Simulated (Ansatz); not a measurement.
Given:

SiMo3:
```yaml
crystal:
  lattice:
    - [0.00000, 3.08578, 3.08578]
    - [3.08578, 0.00000, 3.08578]
    - [3.08578, 3.08578, 0.00000]
  atoms:
    - { symbol: Si, position: [0.00000, 0.00000, 0.00000] }
    - { symbol: Mo, position: [0.50000, 0.50000, 0.50000] }
    - { symbol: Mo, position: [0.25000, 0.25000, 0.25000] }
    - { symbol: Mo, position: [0.75000, 0.75000, 0.75000] }
```

This is the r²SCAN-relaxed structure.

All from r²SCAN (plane waves, PAW; program Ansatz), unless another level is named. Give the electronic character.

metallic (no gap).

What about the density of states at the Fermi level?

0.65 states/eV per atom (mean over ±0.08 eV).

Give the gap with spin–orbit coupling.

none (metallic).

Space group Fm-3m. The cell is a constructed one: a structure type filled with these elements; neither database checked (COD, Materials Project) lists it. COD files the formula under space group No. 223. Its standing as an ambient phase is unchecked. The r²SCAN relaxation kept the symmetry of its start; its stability against distortions is not shown here. The run is not spin-polarised. Spin–orbit coupling is left out wherever it is not named.

Potentials: the earlier of the program's two PAW sets.
